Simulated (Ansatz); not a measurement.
Consider the following.

SrO (rock salt)

Space group Fm-3m (No. 225); a = 5.1950 Å, b = 5.1950 Å, c = 5.1950 Å, α = 90.00°, β = 90.00°, γ = 90.00°

```
atom  site  symmetry       x       y       z
----  ----  --------  ------  ------  ------
O       4a      m-3m  0.0000  0.0000  0.0000
Sr      4b      m-3m  0.5000  0.5000  0.5000
```
(The calculation used a cell of 2 atoms; values per cell refer to that cell.)

This relaxed cell (volume V₀) is scaled evenly in all directions, its shape held. Symmetry pins the atoms to their sites.

All values below come from PBE (plane waves to 420 eV, PAW, scalar-relativistic; Ansatz, a quantum-chemistry and plane-wave program). k mesh 11×11×11 (Γ-centred), Fermi-Dirac smearing 0.05 eV. The energy includes the smearing's −TS. Compression counts positive. SrO was relaxed with its symmetry unable to fall. The zero of ΔE is the relaxed starting cell.

The scan covers V/V₀ from 0.900 to 1.100 in 11 points.

What is ΔE at V/V₀ = 0.900?

56.1 meV/atom.

What pressure does the cell carry at V/V₀ = 0.900?

11.3 GPa.

What is ΔE at V/V₀ = 1.100?

38.8 meV/atom.

(A scan under strain: stresses follow from slopes of the energy per volume, elastic moduli from its curvatures.)
